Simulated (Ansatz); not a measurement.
WS2 in space group P6_3/mmc (No. 194; W on 2c, S on 4f) at seven volumes, r²SCAN+D4 in the plane-wave PAW code Ansatz, shape and atoms relaxed at each. One row is withheld.

| V (Å³/atom) | P (GPa) |
|---|---|
| 16.585 | 6.24 |
| 17.131 | 3.44 |
| 17.678 | 1.43 |
| 18.225 | 0.00 |
| 18.772 | -0.89 |
| 19.318 | ? |
| 19.865 | -1.54 |

### Question
Fit the shown pressures and predict the withheld one.

### Answer
P = (3/2)B₀(x^(7/2) − x^(5/2))[1 + (3/4)(B′ − 4)(x − 1)] with x = (V₀/V)^(2/3). Least squares on the six rows gives V₀ = 18.235 Å³/atom, B₀ = 36.7 GPa, B′ = 13.92. At V = 19.318, x = 0.9623 and P = -1.36 GPa. The run itself gave -1.38 GPa.

Symmetry was held in the r²SCAN+D4 relaxation. No spin polarisation was allowed. Scalar-relativistic: spin–orbit coupling is off unless named, which matters more the heavier the elements.

Potentials: the later of the program's two PAW sets.
